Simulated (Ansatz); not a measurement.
SeBr in space group Aea2 (No. 41; Br on 8b, Se on 8b), DFT-r²SCAN+D4 in the program Ansatz with PAW potentials, all energies at zero smearing, with the estimated change up to a 700 eV cutoff added, with one set of potentials and settings (totals compare only within such a set). Cell of 8 atoms (4 Br, 4 Se): -33085.594 eV.

```tsv
element	reference phase	E (eV/atom)
Br	Cmce, 4 atoms in the cell	-2792.9529
Se	P3_121, 3 atoms in the cell	-5478.2513
```

Formation energy per atom, worked out: (-33085.594 − 4×(-2792.9529) − 4×(-5478.2513))/8 = -0.097 eV/atom (-9 kJ per mol of atoms), at 0 K, without zero-point energy or fitted corrections.

The workflow started from an entry of the Crystallography Open Database (COD), which files this formula under 2 space groups. Whether it is the stable phase at ambient conditions was not checked. The cell was relaxed with r²SCAN+D4 under the symmetry of its start; its stability against distortions is not shown here. The references are the lowest solids computed at this level, not always the standard phases.

Potentials: the later of the program's two PAW sets.
